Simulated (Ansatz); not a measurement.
Here is an unrelaxed guess for Zr₂BN₃.

Space group I4/mmm (No. 139). a = 4.738 Å, b = 4.738 Å, c = 7.257 Å, α = 90.00°, β = 90.00°, γ = 90.00°
```tsv
atom	site	symmetry	x	y	z
Zr	4e	4mm	0.0000	0.0000	0.2385
B	2a	4/mmm	0.0000	0.0000	0.0000
N	4d	-4m2	0.0000	0.5000	0.2500
N	2b	4/mmm	0.5000	0.5000	0.0000
```

All numbers below come from Ansatz 0.2.0, DFT PBE, scalar-relativistic, plane waves, PAW. Plane waves to 420 eV, a k mesh through Γ of 6×6×6 on the computed 6-atom cell and Gaussian smearing (0.10 eV); no spin polarisation.

Formation energies are uncorrected and refer to the elements' standard structures at the same level (N₂ as a molecule).

Q: What does a single point on this coarse mesh give?

A: The pressure is 22.7 GPa (the mean over three directions, positive in compression), the largest force is 11.25 eV/Å, and the energy is +1.58 eV/atom against the elements. The shortest distance is 1.73 Å.

Q: Is it a good guess?

A: A poor one: relaxing gains about 1.9 eV/atom in 23 ionic steps and ends at −0.276 eV/atom on the finer mesh. The symmetry stays I4/mmm (No. 139). The volume per atom grows by 11.6 %, from 13.6 to 15.2 Å³. The shortest distance goes from 1.73 Å (Zr–B) to 2.03 Å (Zr–N). The ratio c/a of the conventional cell changes by a factor of 1.86. Conventional cell: a = 3.997 Å, c = 11.378 Å. Around Zr lie 1 N at 2.03 Å and 4 N at 2.16 Å; B has 4 N at 2.83 Å (long contacts); around N on a site of symmetry -4m2 lie 4 Zr at 2.16 Å; 1 more site not described.

The last run used a 12×12×12 mesh for its 6-atom cell and Gaussian smearing of 0.02 eV. The relaxation can't lower the symmetry of the start, and the grade says only how near the guess is to its own end. A structure relaxed within its symmetry needn't be a true minimum. Another cell of Zr2BN3 relaxed alike, in Amm2, lies 0.89 eV/atom lower, so this cell isn't the stable form at this level.
